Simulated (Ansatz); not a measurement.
Surface loss at microwave frequencies, Drude damping in the near infrared and electronic heat conduction all follow from the resistivity and the plasma energy of a metal.

The yardstick is fcc Ag. Frequency 100 GHz, photon energy 1.2 eV, T = 300 K, Lorenz number 2.44×10⁻⁸ WΩ/K². All rows are cubic metals, run without spin polarisation.

Where the numbers come from (Ansatz, a plane-wave PAW program): resistivity, plasma energy, N(E_F): PBEsol, Boltzmann equation with harmonic phonons, 300 K, mean over directions.

Whether these are the forms stable at ambient conditions was not checked: TiTc (CsCl type); HfTc (CsCl type); TaTc (CsCl type). Spin–orbit coupling is left out unless named.

| crystal | ρ (μΩ·cm) | ħω_p (eV) | N(E_F) (states/eV/atom) |
|---|---|---|---|
| TiTc (CsCl type) | 7.1 | 7.9 | 0.78 |
| HfTc (CsCl type) | 6.2 | 7.6 | 0.75 |
| TaTc (CsCl type) | 3.7 | 5.6 | 0.24 |
| fcc Ag, reference | 1.6 | 9.2 | 0.26 |

The figures follow from the printed values by these rules: R_s = √(πfμ₀ρ) = 6.283 mΩ × √(f ρ); ħγ = ħε₀ω_p²ρ = 0.1345 meV × (ħω_p)² ρ; quality = ω/γ; κ_e = L₀T/ρ = 732/ρ.

Problem. Work out surface resistance, damping ħγ, Drude quality and electronic κ for TiTc (CsCl type).

Solution. 
R_s = 6.283 × √(100 × 7.1) = 170 mΩ; ħγ = 0.1345 × 7.9² × 7.1 = 59.6 meV; Drude quality: 1200/59.6 = 20; κ_e = 732/7.1 = 100 W/(m·K).

Problem. Put the candidates in order of Drude quality, highest first.

Solution. The same steps for every row:

| crystal | surface resistance (mΩ) | damping ħγ (meV) | Drude quality | electronic κ (W/(m·K)) |
|---|---|---|---|---|
| TiTc (CsCl type) | 170 | 59.6 | 20 | 100 |
| HfTc (CsCl type) | 160 | 48.2 | 25 | 120 |
| TaTc (CsCl type) | 120 | 15.6 | 77 | 200 |
| fcc Ag, reference | 79 | 18.2 | 66 | 460 |

By Drude quality (highest first): TaTc (CsCl type) (77 ± 14) ≈ fcc Ag (66 ± 12), HfTc (CsCl type) (25 ± 4.7) ≈ TiTc (CsCl type) (20 ± 3.8). The ± follows from allowances picked for this note (resistivity 12 %, plasma energy 4 %, 12 % for the model), carried to first order and added in quadrature; ≈ joins neighbours closer than their two ± added in quadrature. On this figure 0 of 3 candidates do clearly better than the reference.

Only phonon scattering is included, so films lose more. Interband absorption, often the larger optical loss, is outside the Drude quality. Resistivities move by up to 12 % from half the mesh. The rows are a sample of cubic metals; oxides, V to Ni (no spin in these runs) and Tl, Pb, Bi were not drawn. Limits of the draw: cubic metals without O, V to Ni, Tl, Pb or Bi. As a rule kept out of such tables: 4f compounds, open-shell compounds run without a Hubbard term, cells found unstable in the tests at hand, cells close to a higher symmetry, and runs set to a pressure or over 12 % in volume from the crystal's fullest run.
